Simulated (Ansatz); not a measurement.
ZnAg in space group P-6m2 (No. 187; Zn on 1a, Ag on 1d) at seven volumes, plane-wave PAW r²SCAN (Ansatz code), shape and atoms relaxed at each. One row is withheld.

```tsv
V (Å³/atom)	P (GPa)
14.326	12.38
14.798	7.45
15.270	3.37
15.743	0.00
16.215	-2.76
16.687	?
17.159	-6.80
```

Q: Fit the shown pressures and predict the withheld one.

A: Third-order Birch–Murnaghan: P = (3/2)B₀(x^(7/2) − x^(5/2))[1 + (3/4)(B′ − 4)(x − 1)] with x = (V₀/V)^(2/3). Least squares on the six rows gives V₀ = 15.744 Å³/atom, B₀ = 100.8 GPa, B′ = 5.61. At V = 16.687, x = 0.9620 and P = -4.98 GPa. The run itself gave -4.99 GPa.

The workflow started from a Materials Project entry (that database holds measured and hypothetical structures alike); the Crystallography Open Database copy checked does not list it. COD files the formula under space group No. 221. With Zn and Ag taken as one species the cell has the higher symmetry P6_3/mmc, so it may be an ordered model of a mixed-site phase. Whether it is the stable phase at ambient conditions was not checked. Symmetry was held in the r²SCAN relaxation; its stability against distortions is not shown here. The run is not spin-polarised.

Potentials: the later of the program's two PAW sets.
